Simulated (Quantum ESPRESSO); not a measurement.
# GaInAl2P4: input and log of a self-consistent run

A calculation, not a measurement. The program is pw.x of Quantum ESPRESSO 7.5 (plane-wave density functional theory). The cell is made up: 8 atoms on a zincblende/diamond lattice, with randomly drawn elements, strain and displacements, not relaxed. PseudoDojo standard norm-conserving files (v0.5 for PBE, v0.4.1 for LDA and PBEsol) set the functional; there is no spin polarisation, spin-orbit coupling or dispersion term, and the masses in the input are unused placeholders.

Input:

```
&control calculation='scf', pseudo_dir='./dojo.nc.sr.pbe.v0_5.standard.upf', outdir='./o', disk_io='medium', tprnfor=.true., tstress=.true. /
&system ibrav=0, nat=8, ntyp=4, nbnd=32, ecutwfc=79.96652505, nosym=.true., tot_charge=0,
 occupations='smearing', smearing='fd', degauss=0.0018374661
/
&electrons conv_thr=7.350e-09, electron_maxstep=60, /
ATOMIC_SPECIES
Al 1.0 Al.upf
Ga 1.0 Ga.upf
In 1.0 In.upf
P 1.0 P.upf
CELL_PARAMETERS angstrom
5.684 -0.0004 0.0077
-0.0004 5.6269 -0.0548
0.0077 -0.0548 5.4785
ATOMIC_POSITIONS angstrom
Ga -0.1307 -0.1117 -0.0186
In 0.116 2.8955 2.6881
Al 2.816 -0.0508 2.6886
Al 2.8594 2.8134 -0.019
P 1.4926 1.3468 1.4247
P 1.432 4.0939 4.0544
P 4.2737 1.3061 4.198
P 4.2564 4.2509 1.3111
K_POINTS automatic
4 4 4 1 1 1
```

The log is shortened where brackets say so; the opening notice, blank lines, dates and the lines on written files are dropped, and the path of the files is cut. It prints rydbergs, bohrs and kilobars, and counts compression as positive stress.

```
     Program PWSCF v.7.5
     Parallel version (MPI & OpenMP), running on       1 processor cores
     Number of MPI processes:                 1
     Threads/MPI process:                     1
     [start-up lines left out]
     bravais-lattice index     =            0
     lattice parameter (alat)  =      10.7412  a.u.
     unit-cell volume          =    1182.3291 (a.u.)^3
     number of atoms/cell      =            8
     number of atomic types    =            4
     number of electrons       =        52.00
     number of Kohn-Sham states=           32
     kinetic-energy cutoff     =      79.9665  Ry
     charge density cutoff     =     319.8661  Ry
     scf convergence threshold =      7.3E-09
     mixing beta               =       0.7000
     number of iterations used =            8  plain     mixing
     Exchange-correlation= PBE
                           (   1   4   3   4   0   0   0)
     [axes and pseudopotential details left out]
   Cartesian axes
     site n.     atom                  positions (alat units)
         1        Ga     tau(   1) = (  -0.0229943  -0.0196516  -0.0032723  )
         2        In     tau(   2) = (   0.0204081   0.5094119   0.4729236  )
         3        Al     tau(   3) = (   0.4954253  -0.0089374   0.4730115  )
         4        Al     tau(   4) = (   0.5030608   0.4949679  -0.0033427  )
         5        P      tau(   5) = (   0.2625965   0.2369456   0.2506507  )
         6        P      tau(   6) = (   0.2519350   0.7202492   0.7132998  )
         7        P      tau(   7) = (   0.7518818   0.2297852   0.7385637  )
         8        P      tau(   8) = (   0.7488382   0.7478705   0.2306648  )
     number of k points=    32  Fermi-Dirac smearing, width (Ry)=  0.0018
                       cart. coord. in units 2pi/alat
        k(    1) = (   0.1248319   0.1275512   0.1307893), wk =   0.0625000
        k(    2) = (   0.1244807   0.1300775   0.3901929), wk =   0.0625000
     [further k points left out]
     Dense  grid:   114269 G-vectors     FFT dimensions: (  64,  64,  60)
     Estimated max dynamical RAM per process >     147.08 MB
     Initial potential from superposition of free atoms
     starting charge      51.9880, renormalised to      52.0000
     Starting wfcs are   42 randomized atomic wfcs
     total cpu time spent up to now is       10.6 secs
     per-process dynamical memory:    88.9 Mb
     Self-consistent Calculation
     iteration #  1     ecut=    79.97 Ry     beta= 0.70
     Davidson diagonalization with overlap
     ethr =  1.00E-02,  avg # of iterations =  4.0
     Threshold (ethr) on eigenvalues was too large:
     Diagonalizing with lowered threshold
     Davidson diagonalization with overlap
     ethr =  7.25E-04,  avg # of iterations =  1.8
     total cpu time spent up to now is       52.2 secs
     total energy              =    -350.61142763 Ry
     estimated scf accuracy    <       0.38927746 Ry
     iteration #  2     ecut=    79.97 Ry     beta= 0.70
     Davidson diagonalization with overlap
     ethr =  7.49E-04,  avg # of iterations =  2.1
     total cpu time spent up to now is       75.6 secs
     total energy              =    -350.70331573 Ry
     estimated scf accuracy    <       0.09108058 Ry
     iteration #  3     ecut=    79.97 Ry     beta= 0.70
     Davidson diagonalization with overlap
     ethr =  1.75E-04,  avg # of iterations =  3.9
     total cpu time spent up to now is      104.2 secs
     total energy              =    -350.72045102 Ry
     estimated scf accuracy    <       0.00670074 Ry
     iteration #  4     ecut=    79.97 Ry     beta= 0.70
     Davidson diagonalization with overlap
     c_bands:  1 eigenvalues not converged
     ethr =  1.29E-05,  avg # of iterations =  9.6
     total cpu time spent up to now is      136.7 secs
     total energy              =    -350.72225610 Ry
     estimated scf accuracy    <       0.00212513 Ry
     iteration #  5     ecut=    79.97 Ry     beta= 0.70
     Davidson diagonalization with overlap
     ethr =  4.09E-06,  avg # of iterations =  6.2
     total cpu time spent up to now is      164.9 secs
     total energy              =    -350.72261265 Ry
     estimated scf accuracy    <       0.00010925 Ry
     iteration #  6     ecut=    79.97 Ry     beta= 0.70
     Davidson diagonalization with overlap
     ethr =  2.10E-07,  avg # of iterations =  2.6
     total cpu time spent up to now is      189.9 secs
     total energy              =    -350.72263230 Ry
     estimated scf accuracy    <       0.00001534 Ry
     iteration #  7     ecut=    79.97 Ry     beta= 0.70
     Davidson diagonalization with overlap
     ethr =  2.95E-08,  avg # of iterations =  3.8
     total cpu time spent up to now is      212.5 secs
     total energy              =    -350.72263797 Ry
     estimated scf accuracy    <       0.00000140 Ry
     iteration #  8     ecut=    79.97 Ry     beta= 0.70
     Davidson diagonalization with overlap
     ethr =  2.69E-09,  avg # of iterations =  2.9
     total cpu time spent up to now is      234.2 secs
     total energy              =    -350.72263828 Ry
     estimated scf accuracy    <       0.00000024 Ry
     iteration #  9     ecut=    79.97 Ry     beta= 0.70
     Davidson diagonalization with overlap
     ethr =  4.59E-10,  avg # of iterations =  2.8
     total cpu time spent up to now is      255.2 secs
     End of self-consistent calculation
     [lines on levels left out]
!    total energy              =    -350.72263835 Ry
     estimated scf accuracy    <          7.3E-09 Ry
     smearing contrib. (-TS)   =      -0.00000000 Ry
     internal energy E=F+TS    =    -350.72263835 Ry
     The total energy is F=E-TS. E is the sum of the following terms:
     one-electron contribution =    -160.90301425 Ry
     hartree contribution      =     112.34261806 Ry
     xc contribution           =    -102.80001703 Ry
     ewald contribution        =    -199.36222512 Ry
     convergence has been achieved in   9 iterations
     Forces acting on atoms (cartesian axes, Ry/au):
     atom    1 type  2   force =     0.05579081    0.03306518   -0.00464639
     atom    2 type  3   force =    -0.09381931   -0.08573141   -0.03518060
     atom    3 type  1   force =     0.01603970    0.00599236    0.04587737
     atom    4 type  1   force =    -0.00585139   -0.02261874    0.00893937
     atom    5 type  4   force =     0.00023028   -0.02101676   -0.07088832
     atom    6 type  4   force =     0.08734727    0.10103827    0.09224282
     atom    7 type  4   force =    -0.02055331    0.00381821   -0.03383612
     atom    8 type  4   force =    -0.03918405   -0.01454710   -0.00250812
     Total force =     0.244520     Total SCF correction =     0.000280
     Computing stress (Cartesian axis) and pressure
          total   stress  (Ry/bohr**3)                   (kbar)     P=       28.29
   0.00012171  -0.00001066   0.00013168           17.90       -1.57       19.37
  -0.00001066   0.00016468   0.00016092           -1.57       24.22       23.67
   0.00013168   0.00016092   0.00029059           19.37       23.67       42.75
     init_run     :     10.02s CPU     10.47s WALL (       1 calls)
     electrons    :    236.86s CPU    244.52s WALL (       1 calls)
     forces       :      3.24s CPU      3.30s WALL (       1 calls)
     stress       :     12.40s CPU     12.46s WALL (       1 calls)
     [timing details left out]
     PWSCF        :   4m22.75s CPU   4m31.14s WALL
     JOB DONE.
```

In other units: free energy -4771.825 eV for the cell, pressure 2.83 GPa, largest force component 2.598 eV/Å. A rerun of a related cell, with the same atoms placed differently, at 1377 eV and a 6 x 6 x 6 mesh moved values by no more than 0.007 eV in energy, 0.02 GPa in stress and 0.002 eV/Å in force.